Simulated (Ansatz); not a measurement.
The calculation used Ansatz, DFT PBE, scalar-relativistic, plane waves, PAW. Settings: cutoff 420 eV, Γ-centred meshes spaced at most about 0.3 Å⁻¹ (2π included), Gaussian smearing. No spin polarisation in the final relaxations.

The zero of energy is the elements' standard structures at the same level; no fitted shifts are applied.

A relaxed structure of MgZn2S3 has 21.12 Å³/atom, −1.013 eV/atom against the elements, a gap of 2.23 eV on its mesh:

```cif
data_structure
_symmetry_space_group_name_H-M 'P3m1'
_symmetry_Int_Tables_number 156
_cell_length_a 3.9061
_cell_length_b 3.9061
_cell_length_c 9.5901
_cell_angle_alpha 90.000
_cell_angle_beta 90.000
_cell_angle_gamma 120.000
_cell_volume 126.72
loop_
_atom_site_label
_atom_site_type_symbol
_atom_site_symmetry_multiplicity
_atom_site_Wyckoff_symbol
_atom_site_fract_x
_atom_site_fract_y
_atom_site_fract_z
_atom_site_occupancy
Mg1 Mg 1 a 0.00000 0.00000 0.99998 1
Zn1 Zn 1 c 0.66667 0.33333 0.33743 1
Zn2 Zn 1 b 0.33333 0.66667 0.66207 1
S1 S 1 c 0.66667 0.33333 0.09165 1
S2 S 1 b 0.33333 0.66667 0.41644 1
S3 S 1 a 0.00000 0.00000 0.74243 1
```

Q: Cd takes the place of Zn on the same sites, and the cell is relaxed. What changes?

A: MgCd2S3 has a = 4.139 Å, c = 10.121 Å: 25.03 Å³/atom, −0.912 eV/atom against the elements, a gap of 1.53 eV on its mesh. The volume per atom changes by +18.5 % and the formation energy by +0.102 eV/atom (from unrounded values). The gap narrows by 0.70 eV. Covalent radii: Zn 1.22 Å, Cd 1.44 Å; electronegativities 1.65 and 1.69. The cell follows the size of the atom. Mg has 4 S at 2.46–2.50 Å; around Cd on its first site lie 4 S at 2.55–2.57 Å; around Cd on its second site lie 4 S at 2.55–2.56 Å; S on its first site is surrounded by 4 Cd at 2.55–2.56 Å; 2 more sites not described.

Space group P3m1 (No. 156). a = 4.139 Å, b = 4.139 Å, c = 10.121 Å, α = 90.00°, β = 90.00°, γ = 120.00°
| atom | site | symmetry | x | y | z |
| --- | --- | --- | --- | --- | --- |
| Mg | 1a | 3m. | 0.0000 | 0.0000 | 0.3313 |
| Cd | 1b | 3m. | 0.3333 | 0.6667 | 0.0053 |
| Cd | 1c | 3m. | 0.6667 | 0.3333 | 0.6633 |
| S | 1c | 3m. | 0.6667 | 0.3333 | 0.9164 |
| S | 1a | 3m. | 0.0000 | 0.0000 | 0.5748 |
| S | 1b | 3m. | 0.3333 | 0.6667 | 0.2590 |

The two cells were relaxed from separate starts that ended on the same group and sites; neither need be the stable form of its compound. Kohn–Sham gaps at this level usually fall short of measured ones. The reference form of S is held partly by dispersion forces, which this level lacks.
